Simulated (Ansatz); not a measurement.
## Y$_{2}$C: from λ and ω_log to T_c, calculated with Ansatz

Space group R-3m (No. 166), 3 atoms in the cell of the first input below: a = 6.426 Å, b = 6.426 Å, c = 6.426 Å, α = 32.19°, β = 32.19°, γ = 32.19°.

The structure is a measured one, not always of the ambient phase, relaxed without spin–orbit coupling to zero pressure (pressure 0.0 GPa with this functional, without spin–orbit coupling). Functional: PBEsol.

Input:

```yaml
crystal:
  lattice:
    - [1.7812609078, 1.0284114646, 6.0879393922]
    - [-1.7812609078, 1.0284114646, 6.0879393922]
    - [0.0, -2.0568229292, 6.0879393922]
  atoms:
    - { symbol: "Y", position: [0.2601395683, 0.2601395683, 0.2601395683] }
    - { symbol: "Y", position: [0.7398604317, 0.7398604317, 0.7398604317] }
    - { symbol: C, position: [0.0, 0.0, 0.0] }
basis:
  ecutwfc: 420
  ecutrho_ratio: 4
kpoints:
  mp_grid: { grid: [12, 12, 12] }
hamiltonian:
  xc: pbesol
scf:
  occupations: { method: methfessel_paxton, width: 0.2 }
output: {}
phonons:
  supercell: [2, 2, 2]
  qpath:
    path:
      - [[0.0, 0.0, 0.0], [0.5, 0.5, 0.5], [0.81430933, 0.18569067, 0.5]]
      - [[0.5, -0.18569067, 0.18569067], [0.5, 0.0, 0.0], [0.0, 0.0, 0.0], [0.34284534, -0.34284534, 0.0]]
      - [[0.65715466, 0.0, 0.34284534], [0.5, 0.0, 0.5], [0.0, 0.0, 0.0]]
    npoints: 6
  electrical_resistivity: { mesh: [24, 24, 24], temperatures: [50, 100, 200, 300, 500] }
  superconductivity: { mesh: [24, 24, 24], eliashberg_equations: false }
```

```bash
ansatz run input.yaml --threads 8 --pin off --max-ram 15360MiB --backend cpu --events-out ev --progress --plain --runs-dir out
```

Time: 5.4 min on 8 threads of Intel(R) Xeon(R) Platinum 8375C CPU @ 2.90GHz (Ice Lake) (shared host), peak memory 6.2 GiB.

On the finest mesh λ = 0.2741, ω_log = 17.589 meV, N(E_F) = 1.748 states per eV, spin and cell. λ by mesh: 24×24×24 0.274, 12×12×12 0.284, 6×6×6 0.249. ω_log by mesh: 17.59, 17.98, 20.03 meV.

What T_c does McMillan's formula in the Allen–Dynes form give for μ* = 0.10?

T_c = (ω_log/1.2) exp[−1.04(1+λ)/(λ − μ*(1+0.62λ))] = (204.11 K/1.2) × exp(−1.3251/0.1571) = 0.04 K. λ still moved by 4 % between the two finest meshes, so T_c isn't settled to the digits shown. By mesh, finest first, the same formula gives 0.04, 0.06, 0.01 K.

```tsv
μ*	McMillan (K)	Allen–Dynes with strong-coupling factors (K)
0.08	0.11	0.11
0.10	0.04	0.04
0.12	0.01	0.01
0.13	0.00	0.00
0.14	0.00	0.00
0.16	0.00	0.00
0.20	0.00	0.00
```

Caveats: a T_c this low hangs on μ* by orders of magnitude and means in effect no superconductivity; small supercell, couplings not converged in it; λ is not converged in the mesh, and T_c depends on it steeply.
